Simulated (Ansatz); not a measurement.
ZnCd2O3: stable or not

It was reached by relaxing an invented guess, and it needn't be the stable form of this composition.

Computed with DFT PBE, scalar-relativistic, plane waves, PAW (Ansatz 0.2.0). Settings of the last relaxation (6-atom cell): 420 eV, 12×12×6 k points, Gaussian smearing of 0.10 eV, no spin polarisation.

```
CELL_PARAMETERS angstrom
3.48343 0.00000 0.00000
-1.74172 3.01674 0.00000
0.00000 0.00000 8.72212
ATOMIC_POSITIONS crystal
Zn 0.00000 0.00000 0.33459
Cd 0.33333 0.66667 0.01422
Cd 0.66667 0.33333 0.66007
O 0.66667 0.33333 0.91230
O 0.00000 0.00000 0.55969
O 0.33333 0.66667 0.26913
```

Energies over the elements count from the elements' standard structures at the same level (O₂ as a molecule), with no fitted energy shifts.

Q: These tests were run: energy against the elements; random kick, then relaxation without symmetry; phonons on a 2×2×1 q mesh; elastic tensor. What do they show?

A:

```
                                         test                                                                                   result
                  energy against the elements                                                                            −1.10 eV/atom
random kick, then relaxation without symmetry                                                                                  returns
                    phonons on a 2×2×1 q mesh  no imaginary mode on the mesh, but the interpolation dips to 7i cm⁻¹ between its points
                               elastic tensor                                                                  least eigenvalue 10 GPa
```

It fails none of these tests outright. Whether a mixture of other phases lies lower isn't tested here. Undecided within the accuracy: elastic tensor.

The kick test ran on a coarse mesh. The run for the phonons used a 12×12×6 k mesh and Fermi–Dirac smearing of 0.15 eV. The run for the elastic tensor used a 12×12×6 k mesh and Fermi–Dirac smearing of 0.15 eV.
